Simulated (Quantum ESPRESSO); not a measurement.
## ZnZr3Ta3Nb (input and log of a self-consistent run)

Simulated, not a measurement. The program is pw.x of Quantum ESPRESSO 7.5 (plane-wave density functional theory). The cell is made up: eight metal atoms on a hexagonal close-packed lattice, with elements, volume, strain and displacements drawn at random and not relaxed, so it may be unstable or far from any real phase. PseudoDojo standard norm-conserving files set the functional (PBE unless stated); there is no spin polarisation or spin-orbit coupling, the Fermi-Dirac width of 0.25 eV means electrons at about 2900 K, and the masses in the input are unused placeholders. Heavy elements are run without spin-orbit coupling, which real alloys of them have. A spin test at this wide smearing found no moment, but such smearing suppresses magnetism that the real alloy may have.

Input:

```
&control calculation='scf', pseudo_dir='./dojo.nc.sr.pbe.v0_5.standard.upf', outdir='./o', disk_io='minimal', tprnfor=.true., tstress=.true. /
&system ibrav=0, nat=8, ntyp=4, nbnd=71, ecutwfc=84.00895049, nosym=.true., tot_charge=0,
 occupations='smearing', smearing='fd', degauss=0.0183746611
/
&electrons conv_thr=1.470e-08, electron_maxstep=70, mixing_beta=0.5 /
ATOMIC_SPECIES
Nb 1.0 Nb.upf
Ta 1.0 Ta.upf
Zn 1.0 Zn.upf
Zr 1.0 Zr.upf
CELL_PARAMETERS angstrom
3.0423 -0.0277 4.8843
2.9681 0.0202 -4.839
-3.0117 5.1081 -0.048
ATOMIC_POSITIONS angstrom
Zn -0.0111 -0.0077 -0.0259
Zr -1.5216 2.5122 0.0152
Zr 3.0289 1.7137 -2.4433
Ta 1.5457 4.2067 -2.4143
Ta 2.9887 0.0285 0.053
Ta 1.4646 2.5631 -0.0221
Zr 3.0344 1.6472 2.4475
Nb 1.5465 4.3369 2.3558
K_POINTS automatic
5 5 5 1 1 1
```

The log is shortened where brackets say so; the opening notice, blank lines, dates and the lines on written files are dropped, and the path of the files is cut. It prints rydbergs, bohrs and kilobars, and counts compression as positive stress. Its total energy is the free energy E - TS of the whole cell.

```
     Program PWSCF v.7.5
     Parallel version (MPI & OpenMP), running on       4 processor cores
     Number of MPI processes:                 4
     Threads/MPI process:                     1
     [start-up lines left out]
     bravais-lattice index     =            0
     lattice parameter (alat)  =      10.8742  a.u.
     unit-cell volume          =    1006.4399 (a.u.)^3
     number of atoms/cell      =            8
     number of atomic types    =            4
     number of electrons       =       108.00
     number of Kohn-Sham states=           71
     kinetic-energy cutoff     =      84.0090  Ry
     charge density cutoff     =     336.0358  Ry
     scf convergence threshold =      1.5E-08
     mixing beta               =       0.5000
     number of iterations used =            8  plain     mixing
     Exchange-correlation= PBE
                           (   1   4   3   4   0   0   0)
     [axes and pseudopotential details left out]
   Cartesian axes
     site n.     atom                  positions (alat units)
         1        Zn     tau(   1) = (  -0.0019290  -0.0013381  -0.0045009  )
         2        Zr     tau(   2) = (  -0.2644252   0.4365728   0.0026415  )
         3        Zr     tau(   3) = (   0.5263654   0.2978086  -0.4245992  )
         4        Ta     tau(   4) = (   0.2686134   0.7310447  -0.4195596  )
         5        Ta     tau(   5) = (   0.5193794   0.0049528   0.0092104  )
         6        Ta     tau(   6) = (   0.2545197   0.4454182  -0.0038406  )
         7        Zr     tau(   7) = (   0.5273212   0.2862521   0.4253291  )
         8        Nb     tau(   8) = (   0.2687524   0.7536710   0.4093934  )
     number of k points=    63  Fermi-Dirac smearing, width (Ry)=  0.0184
                       cart. coord. in units 2pi/alat
        k(    1) = (   0.1917646   0.2257116  -0.0003515), wk =   0.0320000
        k(    2) = (   0.1920376   0.4511866   0.0007572), wk =   0.0320000
     [further k points left out]
     Dense  grid:   104681 G-vectors     FFT dimensions: (  64,  64,  72)
     Estimated max dynamical RAM per process >     423.50 MB
     Estimated total dynamical RAM >       1.58 GB
     Initial potential from superposition of free atoms
     starting charge     107.9877, renormalised to     108.0000
     Starting wfcs are   80 randomized atomic wfcs
     total cpu time spent up to now is       10.7 secs
     per-process dynamical memory:   336.1 Mb
     Self-consistent Calculation
     iteration #  1     ecut=    84.01 Ry     beta= 0.50
     Davidson diagonalization with overlap
     ethr =  1.00E-02,  avg # of iterations =  2.6
     total cpu time spent up to now is       38.4 secs
     total energy              =   -1236.04744786 Ry
     estimated scf accuracy    <       1.64551394 Ry
     iteration #  2     ecut=    84.01 Ry     beta= 0.50
     Davidson diagonalization with overlap
     ethr =  1.52E-03,  avg # of iterations =  4.6
     total cpu time spent up to now is       69.7 secs
     total energy              =   -1235.70628401 Ry
     estimated scf accuracy    <      11.59281311 Ry
     iteration #  3     ecut=    84.01 Ry     beta= 0.50
     Davidson diagonalization with overlap
     ethr =  1.52E-03,  avg # of iterations =  3.0
     total cpu time spent up to now is       94.2 secs
     total energy              =   -1236.84665574 Ry
     estimated scf accuracy    <       0.65217629 Ry
     iteration #  4     ecut=    84.01 Ry     beta= 0.50
     Davidson diagonalization with overlap
     ethr =  6.04E-04,  avg # of iterations =  2.0
     total cpu time spent up to now is      114.5 secs
     total energy              =   -1236.91486796 Ry
     estimated scf accuracy    <       0.07452445 Ry
     iteration #  5     ecut=    84.01 Ry     beta= 0.50
     Davidson diagonalization with overlap
     ethr =  6.90E-05,  avg # of iterations =  6.2
     total cpu time spent up to now is      139.9 secs
     total energy              =   -1236.92366240 Ry
     estimated scf accuracy    <       0.02085655 Ry
     [iterations 6 to 11 left out]
     iteration # 12     ecut=    84.01 Ry     beta= 0.50
     Davidson diagonalization with overlap
     ethr =  1.26E-08,  avg # of iterations =  4.3
     total cpu time spent up to now is      303.3 secs
     total energy              =   -1236.92866527 Ry
     estimated scf accuracy    <       0.00001502 Ry
     iteration # 13     ecut=    84.01 Ry     beta= 0.50
     Davidson diagonalization with overlap
     ethr =  1.26E-08,  avg # of iterations =  2.1
     total cpu time spent up to now is      325.5 secs
     total energy              =   -1236.92866748 Ry
     estimated scf accuracy    <       0.00000390 Ry
     iteration # 14     ecut=    84.01 Ry     beta= 0.50
     Davidson diagonalization with overlap
     ethr =  3.61E-09,  avg # of iterations =  1.1
     total cpu time spent up to now is      345.0 secs
     total energy              =   -1236.92866785 Ry
     estimated scf accuracy    <       0.00000009 Ry
     iteration # 15     ecut=    84.01 Ry     beta= 0.50
     Davidson diagonalization with overlap
     ethr =  8.74E-11,  avg # of iterations =  5.1
     total cpu time spent up to now is      369.4 secs
     total energy              =   -1236.92866787 Ry
     estimated scf accuracy    <       0.00000007 Ry
     iteration # 16     ecut=    84.01 Ry     beta= 0.50
     Davidson diagonalization with overlap
     ethr =  6.92E-11,  avg # of iterations =  2.0
     total cpu time spent up to now is      389.5 secs
     End of self-consistent calculation
     [lines on levels left out]
!    total energy              =   -1236.92866788 Ry
     estimated scf accuracy    <       0.00000001 Ry
     smearing contrib. (-TS)   =      -0.13098377 Ry
     internal energy E=F+TS    =   -1236.79768411 Ry
     The total energy is F=E-TS. E is the sum of the following terms:
     one-electron contribution =    -431.54755971 Ry
     hartree contribution      =     266.46619100 Ry
     xc contribution           =    -220.30628284 Ry
     ewald contribution        =    -851.41003256 Ry
     convergence has been achieved in  16 iterations
     Forces acting on atoms (cartesian axes, Ry/au):
     atom    1 type  3   force =     0.00931707   -0.01072620    0.00070841
     atom    2 type  4   force =    -0.01132532    0.02645918   -0.02194425
     atom    3 type  4   force =     0.01500136   -0.00728252   -0.02051003
     atom    4 type  2   force =    -0.00773736    0.01649211    0.01713856
     atom    5 type  2   force =    -0.01397973   -0.03162234   -0.01936889
     atom    6 type  2   force =     0.00645737    0.01011357    0.00103952
     atom    7 type  4   force =    -0.01094504    0.01372769    0.03969268
     atom    8 type  1   force =     0.01321165   -0.01716149    0.00324399
     Total force =     0.083160     Total SCF correction =     0.000267
     Computing stress (Cartesian axis) and pressure
          total   stress  (Ry/bohr**3)                   (kbar)     P=       87.54
   0.00052021   0.00014295   0.00000172           76.53       21.03        0.25
   0.00014295   0.00056076   0.00001070           21.03       82.49        1.57
   0.00000172   0.00001070   0.00070420            0.25        1.57      103.59
     init_run     :     10.29s CPU     10.62s WALL (       1 calls)
     electrons    :    377.09s CPU    378.82s WALL (       1 calls)
     forces       :      2.67s CPU      2.69s WALL (       1 calls)
     stress       :      8.84s CPU      9.05s WALL (       1 calls)
     [timing details left out]
     PWSCF        :   6m38.96s CPU   6m41.27s WALL
     JOB DONE.
```

In other units: free energy -16829.272 eV for the cell, pressure 8.75 GPa, largest force component 1.021 eV/Å in size. The run took 403 s of wall time with four MPI processes on a shared machine (Intel Xeon, 2023 or later, virtual cores), so the time is rough. A rerun of this cell at a higher cutoff and on a denser mesh moved values by no more than 0.002 eV in energy, 0.02 GPa in stress and 0.003 eV/Å in force, and a second program with other atomic files agreed on that cell to 2 % rms in force and 0.5 GPa in pressure.